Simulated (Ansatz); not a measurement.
Consider a crystal of CaMnC4N4 in space group P-43m (No. 215), with Ca on 1a; Mn on 1b; C on 4e; N on 4e. A trial structure of CaMnC4N4 was built thus: two interpenetrating cyanide-bridged diamond nets.

These are results of Ansatz, DFT PBE, scalar-relativistic, plane waves, PAW, not measurements. Cutoff 420 eV, Γ-centred mesh, Gaussian smearing, collinear spin.

Formation energies are uncorrected and refer to the elements' standard structures at the same level (N₂ as a molecule).

Question: Give the relaxed lattice parameters and positions.

Answer:

Space group P-43m (No. 215). a = 6.584 Å, b = 6.584 Å, c = 6.584 Å, α = 90.00°, β = 90.00°, γ = 90.00°
```json
{"atom": "Ca", "site": "1a", "symmetry": "-43m", "x": "0.0000", "y": "0.0000", "z": "0.0000"}
{"atom": "Mn", "site": "1b", "symmetry": "-43m", "x": "0.5000", "y": "0.5000", "z": "0.5000"}
{"atom": "C", "site": "4e", "symmetry": ".3m", "x": "0.2195", "y": "0.2195", "z": "0.2195"}
{"atom": "N", "site": "4e", "symmetry": ".3m", "x": "0.3221", "y": "0.3221", "z": "0.3221"}
```

Ca is surrounded by 4 C at 2.50 Å; Mn is surrounded by 4 N at 2.03 Å; C is surrounded by 1 N at 1.17 Å and 1 Ca at 2.50 Å; N has 1 C at 1.17 Å and 1 Mn at 2.03 Å. Another local minimum with the same sites may exist.

Question: Where does its energy lie, and is it a metal?

Answer: The formation energy is +0.095 eV/atom and the gap on the 4×4×4 mesh of the 10-atom cell is 2.50 eV. The net moment per atom is 0.50 μB and the moment by site is Mn 3.8 μB. The separate elements lie lower, so it is unstable against them.

The last run used collinear spin and Gaussian smearing of 0.02 eV. Kohn–Sham gaps at this level usually fall short of measured ones. The reference form of C is held partly by dispersion forces, which this level lacks. The magnetic state reached may not be the lowest. Symmetry constrained the relaxation, so the result can be a saddle point. Site moments count only spheres around the atoms; the net moment includes the space between them.
